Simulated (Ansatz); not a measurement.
SnSe₂ (CdI2 type)

```yaml
crystal:
  lattice:
    - [3.82570, 0.00000, 0.00000]
    - [-1.91285, 3.31315, 0.00000]
    - [0.00000, 0.00000, 6.22880]
  atoms:
    - { symbol: Sn, position: [0.00000, 0.00000, 0.00000] }
    - { symbol: Se, position: [0.33333, 0.66667, 0.25298] }
    - { symbol: Se, position: [0.66667, 0.33333, 0.74702] }
```

The slice is a (-1 1 0 2) plane (indices of the conventional cell) through the point (0.333, 0.667, 0.253) (fractional), spanned by u = [110] and v = [1 -1 1] in vectors of this cell: u (3.83 Å) and v (9.09 Å, at 90° to u). It covers one period; positions are fractions (u, v).

Computed with r2SCAN+rVV10 (plane waves to 500 eV, PAW, scalar-relativistic; Ansatz, a program for electronic structure). k mesh 10×10×6. Inside the PAW spheres the values are not all-electron values, and peaks at nuclei hang on which shells count as valence. SnSe2 was relaxed with its symmetry unable to fall. The PAW data are Ansatz's earlier set.

Sketch the electrostatic potential energy of an electron, from the cell's mean on this plane as a map.


```tsv
v \ u	0.00	0.15	0.31	0.46	0.62	0.77	0.92
0.88	<-2.0	0.9	4.0	4.7	4.5	2.8	-1.2
0.75	x	x	-1.4	3.6	2.3	<-2.0	x
0.62	x	<-2.0	0.8	3.8	3.0	<-2.0	x
0.50	-2.0	1.5	4.8	5.6	5.4	3.5	-0.8
0.38	x	x	4.3	6.1	5.6	1.0	x
0.25	5.8	6.1	6.4	6.5	6.5	6.3	5.9
0.12	-0.2	2.7	5.5	6.1	5.9	4.5	0.8
0.00	x	x	0.2	4.7	3.8	x	x
```

Values: electrostatic potential energy of an electron, from the cell's mean, in eV. Points within 1 Å of a nucleus are blanked (x), as the pseudised field means little there. Values under -2 eV are set to -2. The zero, the cell's mean, hangs on the PAW cores.
